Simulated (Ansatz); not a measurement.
Here is the system:

B:
Space group Im-3m (No. 229); a = 2.2969 Å, b = 2.2969 Å, c = 2.2969 Å, α = 90.00°, β = 90.00°, γ = 90.00°

| atom | site | symmetry | x | y | z |
|---|---|---|---|---|---|
| B | 2a | m-3m | 0.0000 | 0.0000 | 0.0000 |
(The calculation used a cell of 1 atom; values per cell refer to that cell.)

This is the PBEsol-relaxed structure.

Question: All from plane-wave PAW PBEsol (Ansatz code), unless another level is named. Predict the electronic character.

Answer: metallic (no gap).

Question: Predict the density of states at the Fermi level.

Answer: 0.20 states/eV per atom (mean over ±0.08 eV).

The cell is a constructed one: a structure type filled with these elements; neither database checked (COD, Materials Project) lists it. It is not the phase usual at ambient conditions (space group No. 166). Symmetry was held in the PBEsol relaxation. At this level the phase is mechanically unstable.

Potentials: the earlier of the program's two PAW sets. The files were generated under PBE; for other functionals the program regenerates the frozen cores, and for LDA and PBEsol the local potential too.
